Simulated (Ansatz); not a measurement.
Here is the system:

WS2:
```
WS2
1.0
    3.17171     0.00000     0.00000
   -1.58585     2.74678     0.00000
    0.00000     0.00000    12.55165
W S
2 4
Cartesian
  0.00000   1.83118   3.13791
  1.58585   0.91559   9.41374
  0.00000   1.83118   7.85316
  1.58585   0.91559   1.57734
  1.58585   0.91559   4.69849
  0.00000   1.83118  10.97431
```

This is the r²SCAN+D4-relaxed structure. Cartesian axes are those of the cell as given.

Problem. All from r²SCAN+D4 in the plane-wave PAW code Ansatz, unless another level is named. Give the Young's modulus.

Solution. 100.0 GPa.

Problem. Predict the elastic constants (relaxed ions, GPa).

Solution. C11 = 253, C12 = 58.7, C13 = 8.6, C33 = 44.5, C44 = 14.3.

Problem. And the highest zone-centre frequency (without LO–TO term)?

Solution. 442 cm⁻¹.

Space group P6_3/mmc. Symmetry was held in the r²SCAN+D4 relaxation; of distortions, only those at the zone centre were tested. The run is not spin-polarised. Scalar-relativistic: spin–orbit coupling is off unless named, which matters more the heavier the elements.

Potentials: the later of the program's two PAW sets.
